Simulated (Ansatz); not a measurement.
BaO (rock salt, Fm-3m) under volume change, plane-wave PAW LDA (Ansatz code), scaled uniformly.

```tsv
V (Å³/atom)	E − E(relaxed) (meV/atom)	P (GPa)
18.252	(withheld)	(withheld)
18.853	21.7	6.12
19.455	5.1	2.80
20.057	0.0	0.00
20.659	(withheld)	(withheld)
21.260	17.4	-4.38
21.862	37.1	-6.08
```

Complete the blanks.


- 20.659, E − E(relaxed) (meV/atom): 4.5
- 20.659, P (GPa): -2.38
- 18.252, E − E(relaxed) (meV/atom): 51.9
- 18.252, P (GPa): 10.04

What does a third-order Birch–Murnaghan fit give for V₀, B₀ and B′?

V₀ = 20.06 Å³/atom, B₀ = 85.8 GPa, B′ = 4.6.

The LDA relaxation kept the symmetry of its start; phonons on a q-mesh show no instability. Spin–orbit coupling is left out wherever it is not named.

Potentials: the later of the program's two PAW sets.
